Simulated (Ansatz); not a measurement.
Here is the system:

HgPd:
Space group P4/mmm (No. 123); a = b = 3.018 Å, c = 3.725 Å, α = β = γ = 90.00°

| atom | site | symmetry | x | y | z |
|---|---|---|---|---|---|
| Hg | 1a | 4/mmm | 0.0000 | 0.0000 | 0.0000 |
| Pd | 1d | 4/mmm | 0.5000 | 0.5000 | 0.5000 |

This is the PBEsol-relaxed structure.

Problem. All from DFT-PBEsol in the program Ansatz with PAW potentials, unless another level is named. Estimate the highest zone-centre frequency.

Solution. 167 cm⁻¹.

Problem. What about the Hill bulk and shear moduli?

Solution. 146 and 39.9 GPa.

The workflow started from an entry of the Crystallography Open Database (COD). Its standing as an ambient phase is unchecked. Symmetry was held in the PBEsol relaxation; of distortions, only those at the zone centre were tested. The run is not spin-polarised. As this level gives no gap, shear constants depend on the k-mesh and smearing (Fermi–Dirac, 0.1 eV here). As this level gives no gap, phonon frequencies hold no LO–TO term and depend on the k-mesh and smearing (Fermi–Dirac, 0.1 eV here). Axis ratios of metals converge slowly with the k-mesh, so a and c are less sure than the volume. Scalar-relativistic: spin–orbit coupling is off unless named, which matters more the heavier the elements.

Potentials: the later of the program's two PAW sets.
